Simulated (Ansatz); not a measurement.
## Phases of Zr at 220 GPa

Structure types of Zr are relaxed in primitive cells with their symmetry kept at 220 GPa, first on PAW files, then by LAPW. The enthalpy is E + pV at zero temperature, without zero-point motion. Only the types listed were tried, and differences under about 5 meV/atom are mesh noise. Not among the end structures: fcc, bcc, which may lie lower.

Computed with Ansatz 0.2.0; functional LDA, scalar-relativistic. Settings: Fermi–Dirac smearing of 0.1 eV, no spin polarisation. Methods: LAPW: all electrons, basis error target 0.5 meV/atom; PAW: frozen-core files, cutoff 420 eV.

k meshes: hcp 18×18×10, sc 17×17×17, diamond 14×14×14, beta tin 18×18×18.

The PAW files were made under PBE.

Problem. Order the types by LAPW enthalpy, lowest first.
A. hcp
B. beta tin
C. sc
D. diamond

Solution. A (0 meV/atom), B (591 meV/atom), C (1400 meV/atom), D (5043 meV/atom).

| start type | ends as | a, b, c (Å) | V (Å³/atom) | H − H(lowest), LAPW (meV/atom) | same, PAW |
| --- | --- | --- | --- | --- | --- |
| hcp | hcp, P6_3/mmc | 2.414, 2.414, 4.334 | 10.94 | 0.0 | 0.0 |
| sc | sc, Pm-3m | 2.253, 2.253, 2.253 | 11.43 | 1400.0 | 1398.2 |
| diamond | diamond, Fd-3m | 4.674, 4.674, 4.674 | 12.76 | 5043.4 | 5025.6 |
| beta tin | beta tin, I4_1/amd | 4.324, 4.324, 2.401 | 11.22 | 590.9 | 589.5 |

Problem. Split the lead of hcp over beta tin into energy and pV.

Solution. For beta tin less hcp: ΔE = +199.8 meV/atom, and p·ΔV = 220 GPa × +0.2848 Å³ × 6.242 meV/(GPa·Å³) = +391.1 meV/atom, together 590.9 meV/atom. hcp wins on both counts.
